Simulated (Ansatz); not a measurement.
YSiNi$_{4}$: reading a single point

```yaml
crystal:
  lattice:
    - [2.34976, 4.06989, 0.00000]
    - [-2.34976, 4.06989, 0.00000]
    - [0.00000, 0.00000, 7.25349]
  atoms:
    - { symbol: Ni, position: [0.33330, 0.33340, 0.00000] }
    - { symbol: Ni, position: [0.66660, 0.66670, 0.00000] }
    - { symbol: Si, position: [0.33330, 0.33340, 0.50000] }
    - { symbol: Si, position: [0.66660, 0.66670, 0.50000] }
    - { symbol: Y, position: [0.00000, 0.00000, 0.00000] }
    - { symbol: Ni, position: [0.50000, 0.50000, 0.29000] }
    - { symbol: Ni, position: [0.50000, 0.00000, 0.29000] }
    - { symbol: Ni, position: [0.00000, 0.50000, 0.29000] }
    - { symbol: Ni, position: [0.00000, 0.50000, 0.71000] }
    - { symbol: Ni, position: [0.50000, 0.00000, 0.71000] }
    - { symbol: Ni, position: [0.50000, 0.50000, 0.71000] }
    - { symbol: Y, position: [0.00000, 0.00000, 0.50000] }
```

Method: LDA, with U_eff = 4.73 eV on Ni d (all-electron-ortho-atomic projectors), no spin polarisation; PAW, plane waves to 420 eV, 8×8×5 Γ-centred mesh, fermi-dirac occupations (width 0.1 eV) (Ansatz 0.2.0), atoms fixed.

Q: Metal or insulator?

A: It is a metal, with about 5.7 states/eV a cell as the mean within 0.25 eV of the Fermi level, mostly Ni d (49 %), Y d (16 %) and Si p (14 %).

Q: Where is the largest force?

A: The largest is on Ni6 (and as large on other atoms): 3.99 eV/Å, components (0.00, 0.00, -3.99). It makes 138° with the line to a nearest neighbour, Si4 at 2.04 Å, pointing away from it.

Q: Is the cell too large or too small?

A: The pressure is 36.6 GPa (compression positive), so with the atoms held at these fractions the cell would first expand; the forces are large, so a full relaxation may end otherwise. The principal stresses 32.9, 38.4, 38.4 GPa differ, so its shape would change too.

Origin: a known structure type with other elements, at an estimated volume, so it need not be a known compound. Caveats: no spin polarisation, so a magnetic state may lie lower; atoms or cell far from equilibrium.

Run time, from a saved density: 91 s on 1 thread of Arm Neoverse V1 (shared host), peak memory 1.3 GiB. The time holds forces, stress, DOS, bands, ELF.
